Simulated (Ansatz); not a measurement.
**Vibrations of FePt (P4/mmm) by finite displacements**

```xyz
2
Lattice="2.6576 0.0000 0.0000 0.0000 2.6576 0.0000 0.0000 0.0000 3.6846" Properties=species:S:1:pos:R:3 pbc="T T T"
Fe    0.0000    0.0000    0.0000
Pt    1.3288    1.3288    1.8423
```

Starting moments along z (μB): Fe1 +2.7, Pt2 +0.4.

Computed, not measured; unless marked otherwise by LDA, PAW on Ansatz 0.2.0's default frozen-core files (fitted under PBE), scalar-relativistic, spin-polarised. k mesh 14×14×10, Fermi-Dirac smearing of 0.080 eV, cutoff 420 eV. The cell was relaxed by PAW under this functional, which moved its volume by -6 % from the database entry's.

Atoms are displaced by 0.0025 Å in the smallest supercells that hold the wave vectors of a 2×2×2 mesh. Negative values stand for unstable modes.

What are the phonon energies at the solved wave vectors, in THz?

```json
{"q": "0.000 0.000 0.000", "point": "Gamma", "modes (THz)": "5.12 (×2), 7.22"}
{"q": "0.500 0.000 0.000", "point": "X", "modes (THz)": "2.68, 3.12, 5.52, 6.12, 6.25, 7.40"}
{"q": "0.500 0.500 0.000", "point": "M", "modes (THz)": "2.70, 5.02 (×2), 6.59 (×2), 6.79"}
{"q": "0.000 0.000 0.500", "point": "Z", "modes (THz)": "2.42 (×2), 3.87, 5.38 (×2), 8.34"}
{"q": "0.500 0.000 0.500", "point": "R", "modes (THz)": "2.17, 2.60, 4.60, 4.74, 6.36, 7.77"}
{"q": "0.500 0.500 0.500", "point": "A", "modes (THz)": "3.02, 5.90 (×2), 5.98 (×2), 7.61"}
```

Is the structure dynamically stable at these wave vectors?

Yes, no mode is unstable there; wave vectors off this mesh aren't tested.

How do the optical zone-centre modes decompose, and which are active?

Point group 4/mmm: Γ_opt = Eu + A2u.

```tsv
label	THz	activity	mostly
Eu	5.12	IR	Fe (78 %)
A2u	7.22	IR	Fe (78 %)
```

In a metal the activity is that of symmetry alone; free carriers screen the infrared modes.

The cell is scaled evenly to 25.634 and 26.415 Å³ (from 26.025), with free atoms relaxed and the shape held, so these aren't the values under hydrostatic pressure. What are the mode Grüneisen parameters γ = −d ln ω/d ln V?

For the highest mode, 286.3 cm⁻¹ in the small cell and 270.2 in the large one give γ ≈ 1.93. From the change of the dynamical matrix on each mode:

| point | cm⁻¹ | γ |
| --- | --- | --- |
| Gamma | 170.6 | 2.42 |
| Gamma | 240.8 | 2.34 |
| X | 89.4 | 1.75 |
| X | 104.2 | 2.67 |
| X | 184.3 | 1.98 |
| X | 204.1 | 2.19 |
| X | 208.5 | 1.70 |
| X | 246.9 | 2.24 |
| M | 90.1 | 2.56 |
| M | 167.4 | 1.89 |
| M | 219.9 | 2.24 |
| M | 226.4 | 2.68 |
| Z | 80.9 | 2.52 |
| Z | 128.9 | 2.10 |
| Z | 179.6 | 1.90 |
| Z | 278.2 | 1.93 |
| R | 72.2 | -0.41 |
| R | 86.7 | 1.81 |
| R | 153.3 | 2.35 |
| R | 158.0 | 2.33 |
| R | 212.3 | 1.98 |
| R | 259.0 | 2.40 |
| A | 100.7 | 2.26 |
| A | 196.7 | 1.83 |
| A | 199.6 | 2.10 |
| A | 253.7 | 2.28 |

Weighted by the modes' heat capacities at 300 K, the mean on this mesh is 2.04; it moves with the q mesh, and a coarse one overweights the zone boundary. Rows under −0.05 (1 here) are modes that soften under compression and pull towards negative thermal expansion.

Keep in mind: frozen-core PAW files fitted under PBE, their cores solved anew for the functional of the run; a lower magnetic state may exist; responses of metals move with mesh and smearing; no spin-orbit coupling on heavy atoms.
